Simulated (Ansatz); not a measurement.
KF (CsCl type, Pm-3m), r²SCAN (plane waves, PAW; program Ansatz): ε∞ = 2.11, cell volume 32.14 Å³. Infrared-active transverse modes:

```
ω_TO (cm⁻¹)  oscillator strength S_xx (e²/amu)
-----------  ---------------------------------
163.8                                   0.1069
```

Problem. Compute the static dielectric constant.

Solution. Each mode adds (4.921e7/V) S/ω²: 6.10. So ε0 = 8.21.

Problem. What LO frequency does the Lyddane–Sachs–Teller relation give?

Solution. ω_LO = ω_TO √(ε0/ε∞) = 323 cm⁻¹.

The first step of the workflow began from a Materials Project structure, measured or hypothetical; the Crystallography Open Database copy checked does not list it. It is not the phase usual at ambient conditions (space group No. 225). The r²SCAN relaxation kept the symmetry of its start; phonons on a q-mesh show no instability.

Potentials: the later of the program's two PAW sets.
